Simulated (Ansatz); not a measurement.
BN (rock salt, Fm-3m), a = 3.459 Å, b = 3.459 Å, c = 3.459 Å, α = 90.00°, β = 90.00°, γ = 90.00°; the cell used has 2 atoms.

Relaxed with LDA.

Question: Decompose the optical modes at the zone centre into irreducible representations, and say which are infrared and Raman allowed.

Answer: Point group m-3m: Γ_opt = T1u. Infrared: T1u. Raman: none.

Question: Assign frequencies (DFPT, the program Ansatz at the LDA level (PAW); without the LO–TO term).

Answer: T1u 698i cm⁻¹.

A made-up cell: these elements were put on the sites of a structure type; neither database checked (COD, Materials Project) lists it. It is not the phase usual at ambient conditions (space group No. 186, 194, 216). The LDA relaxation kept the symmetry of its start. At this level the phase is dynamically unstable (imaginary phonons).

Potentials: the later of the program's two PAW sets.
